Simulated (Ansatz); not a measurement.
SnTe (rock salt) is sheared across one {100} plane: the third cell vector gains the shift, so faults repeat every 9.6 Å. The cut lies between planes 3.18 Å apart; the cell height is held.

```xyz
6
Lattice="4.5040 0.0000 0.0000 0.0000 4.5040 0.0000 2.2520 2.2520 9.5545" Properties=species:S:1:pos:R:3 pbc="T T T"
Te     1.8767     1.8767     7.9621
Te     1.8767     1.8767     1.5924
Te     4.1287     4.1287     4.7772
Sn     4.1287     4.1287     7.9621
Sn     4.1287     4.1287     1.5924
Sn     1.8767     1.8767     4.7772
```

In-plane vectors a = (4.504, 0.000) Å, b = (0.000, 4.504) Å, area 20.29 Å². The shift is s times the vector a (length 4.504 Å), so s = 1 restores the start. Atoms relax along the normal only. γ = [E(shift) − E(0)] / area.

Calculation: r2SCAN (plane waves to 500 eV, PAW, scalar-relativistic; Ansatz, a quantum-chemistry and plane-wave program). k mesh 9×9×9 (Γ-centred), Fermi-Dirac smearing 0.05 eV. E is the zero-smearing estimate. As the smearing reaches across the gap at some points, the k mesh leaves noise in γ, roughly 0.02 J/m² as judged from a few cases. Faults lie only 9.6 Å apart, and holding the cell height raises γ above its relaxed value. SnTe was relaxed with its symmetry unable to fall. Spin-orbit coupling is left out, though Te is heavy. γ is measured from zero shift. The last digit holds for this mesh only.

```json
[
 {"s": "0.000", "γ (J/m²)": "0.00"},
 {"s": "0.083", "γ (J/m²)": "0.03"},
 {"s": "0.167", "γ (J/m²)": "0.11"},
 {"s": "0.250", "γ (J/m²)": "0.19"},
 {"s": "0.333", "γ (J/m²)": "withheld"},
 {"s": "0.417", "γ (J/m²)": "0.30"},
 {"s": "0.500", "γ (J/m²)": "0.31"},
 {"s": "0.583", "γ (J/m²)": "0.30"},
 {"s": "0.667", "γ (J/m²)": "withheld"},
 {"s": "0.750", "γ (J/m²)": "0.19"},
 {"s": "0.833", "γ (J/m²)": "0.11"},
 {"s": "0.917", "γ (J/m²)": "0.03"}
]
```

### Question
Fit a Fourier form (three harmonics of 1 − cos and sin) to the given rows and predict γ at s = 0.667.

### Answer
Least squares on the 10 given rows: γ = (0.154)·[1 − cos(2πs)] + (0.018)·[1 − cos(4πs)] + (0.002)·[1 − cos(6πs)], in J/m²; root-mean-square residual 0.002 J/m². At 0.667 the fit gives 0.26 J/m²; the calculation gives 0.26 J/m², the same to the digits shown. 

(The slope of γ gives the shear force per area between the displaced halves; near zero shift its curvature is an elastic stiffness.)
